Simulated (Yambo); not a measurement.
BeTe (zinc blende, space group F-43m, No. 216) under isotropic strain of +1 % on all lattice vectors; a = b = c = 4.004 Å, α = β = γ = 60.00°. With the G0W0 scissor the direct gap on the mesh is 4.77 eV.

Task: Can the lowest exciton of this BSE run be trusted, and with what binding energy? (Yambo, PBE bands; 10×10×10 mesh, 3 valence and 3 conduction bands, static screening with 28 bands and a 4 Ry block, scissor 1.12 eV, Tamm-Dancoff.)

Result: No. The run can't give a binding energy: its band window is complete only up to 4.83 eV, too close above the direct gap of 4.77 eV. The scissor comes from a G0W0 run whose convergence isn't established. Spin-orbit coupling is left out, which matters for elements this heavy: edges can move by tenths of an eV.

Geometry strained from the cell relaxed with PBEsol, atoms relaxed again.

The potentials are those of PseudoDojo's stringent table.
